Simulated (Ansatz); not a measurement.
FeNi:
```
FeNi
1.0
    2.51368     0.00000     0.00000
    0.00000     2.51368     0.00000
    0.00000     0.00000     3.53618
Fe Ni
1 1
Direct
  0.00000   0.00000   0.00000
  0.50000   0.50000   0.50000
```
The run is spin-polarised; directions of the spins, atom by atom: ↑ ↑.

Relaxed with r²SCAN. Special points in fractions of this cell's reciprocal vectors: Γ (0.000, 0.000, 0.000); X (0.000, 0.500, 0.000); M (0.500, 0.500, 0.000); Z (0.000, 0.000, 0.500); R (0.000, 0.500, 0.500); A (0.500, 0.500, 0.500).

Q: List the band energies nearest the Fermi level at these points for r²SCAN in the plane-wave PAW code Ansatz.

A: In eV from the Fermi level; about four levels below and three above (degenerate sets whole), none deeper than 8.9 eV; … stands for higher levels left out; points with the same levels are listed once.

```
k                      below                above
---  -----------------------  -------------------
Γ ↑  -2.22 -1.18 -1.02 -1.02               2.43 …
X ↑  -3.03 -2.36 -2.12 -1.80          0.39 0.68 …
M ↑  -1.19 -1.02 -1.02 -0.99          2.33 2.33 …
Z ↑  -2.11 -2.00 -2.00 -1.36                    …
R ↑  -1.23 -1.20 -0.53 -0.45                    …
A ↑  -2.64 -2.05 -1.19 -0.99          7.78 7.78 …
Γ ↓  -1.38 -1.38 -0.75 -0.61       0.82 2.06 2.06
X ↓  -1.45 -1.40 -0.78 -0.75       1.48 1.62 1.76
M ↓  -4.42 -4.07 -3.52 -3.52  0.78 1.08 1.73 1.73
Z ↓  -1.27 -1.01 -1.01 -0.56       0.81 1.23 1.23
R ↓  -1.26 -0.89 -0.88 -0.34       0.92 2.01 2.11
A ↓  -2.48 -1.64 -1.64 -0.60       0.78 1.86 2.71
```

Space group P4/mmm (L1₀ or tetragonal B2). The first step of the workflow began from a Materials Project structure, measured or hypothetical; the Crystallography Open Database files this formula in space group No. 123, but the cells were not matched. Whether it is the stable phase at ambient conditions was not checked. Symmetry was held in the r²SCAN relaxation; its stability against distortions is not shown here. Spin order of the final state: ferromagnetic, chosen from 5 collinear starts compared on coarse meshes (ties went to the first, and starts can fall back to one state), not a proven ground state. Other orbital occupations within this spin state were not tried.

Potentials: the earlier of the program's two PAW sets.
